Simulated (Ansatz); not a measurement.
MoS2:
```cif
data_Mo2S4
_chemical_formula_sum 'Mo2 S4'
_space_group_name_H-M_alt 'P63/mmc'
_space_group_IT_number 194
_space_group_name_Hall '-P 6c 2c'
_cell_length_a 3.14944
_cell_length_b 3.14944
_cell_length_c 12.08864
_cell_angle_alpha 90.000
_cell_angle_beta 90.000
_cell_angle_gamma 120.000
loop_
_atom_site_label
_atom_site_type_symbol
_atom_site_symmetry_multiplicity
_atom_site_Wyckoff_symbol
_atom_site_fract_x
_atom_site_fract_y
_atom_site_fract_z
_atom_site_occupancy
Mo1 Mo 2 d 0.66667 0.33333 0.25000 1
S1 S 4 f 0.33333 0.66667 0.12048 1
```

Relaxed with PBE+D3(BJ).

**Question.** Decompose the optical modes at the zone centre into irreducible representations, and say which are infrared and Raman allowed.

**Answer.** Point group 6/mmm: Γ_opt = A1g + A2u + 2B1g + B2u + E1g + E1u + 2E2g + E2u. Infrared: A2u, E1u. Raman: A1g, E1g, E2g.

**Question.** Assign frequencies (DFPT, PBE+D3(BJ) (plane waves, PAW; program Ansatz); without the LO–TO term).

**Answer.** E2g 36, B1g 62, E2u 281, E1g 284, E2g 380, E1u 380, B2u 402, A1g 410, A2u 463, B1g 469 cm⁻¹.

Subscripts of B labels follow the axes of the standard setting.

Space group P6_3/mmc. The cell was relaxed with PBE+D3(BJ) under the symmetry of its start; phonons on a q-mesh show no instability. The run is not spin-polarised.

Potentials: the later of the program's two PAW sets.
